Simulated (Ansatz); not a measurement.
Starting cell, ZrC (rock salt):

```xyz
4
Lattice="0.0000 4.7087 4.7087 2.3544 2.3544 4.7087 2.3544 2.3544 0.0000" Properties=species:S:1:pos:R:3 pbc="T T T"
C      0.0000     0.0000     0.0000
C      2.3544     4.7087     7.0631
Zr     2.3544     7.0631     7.0631
Zr     2.3544     4.7087     4.7087
```

A phonon eigenvector at X = (0.5, 0.5, 0.0) is frozen into this cell: atom i moves by Q times the vector below, so Q is the largest atomic displacement, in Å. The cell is held. It is one choice among 2 degenerate patterns. (q is in reciprocal vectors of the primitive cell; the cell shown is doubled to hold the pattern.)

| atom | x | y | z |
|---|---|---|---|
| C1 | 0.000 | -0.065 | 0.000 |
| C2 | 0.000 | 0.065 | 0.000 |
| Zr3 | 0.000 | 1.000 | 0.000 |
| Zr4 | 0.000 | -1.000 | 0.000 |

Computed with PBE (plane waves to 420 eV, PAW, scalar-relativistic; Ansatz, an electronic-structure program). k mesh 17×17×17 (Γ-centred), Fermi-Dirac smearing 0.05 eV. Energies are smeared free energies. With partly filled bands, energies and forces of such displacements shift with the k mesh and the smearing. ZrC is run without spin polarisation. ZrC was relaxed with its symmetry unable to fall. ΔE is measured from the undisplaced structure. The last digit holds for this mesh only.

| Q (Å) | ΔE (meV/cell) |
|---|---|
| -0.1000 | 143.7 |
| -0.0833 | 99.3 |
| -0.0667 | withheld |
| -0.0500 | 35.6 |
| -0.0333 | 15.8 |
| -0.0167 | 4.0 |
| 0.0000 | 0.0 |
| 0.0167 | 4.0 |
| 0.0333 | 15.8 |
| 0.0500 | 35.6 |
| 0.0667 | withheld |
| 0.0833 | 99.3 |
| 0.1000 | 143.7 |

Fit an even polynomial form (powers 2, 4) to the given rows and predict ΔE at Q = -0.0667.

Least squares on the 11 given rows: ΔE = (14190)·Q² + (17540)·Q⁴, in meV/cell with Q in Å; root-mean-square residual 0.03 meV/cell. At -0.0667 the fit gives 63.5 meV/cell; the calculation gives 63.3 meV/cell, so the interpolation is off by 0.2 (+0.3 %). The quadratic term alone would give 63.1 meV/cell.

(For displaced atoms, the force is minus the slope of the energy, and its curvature is a force constant, which sets phonon frequencies.)
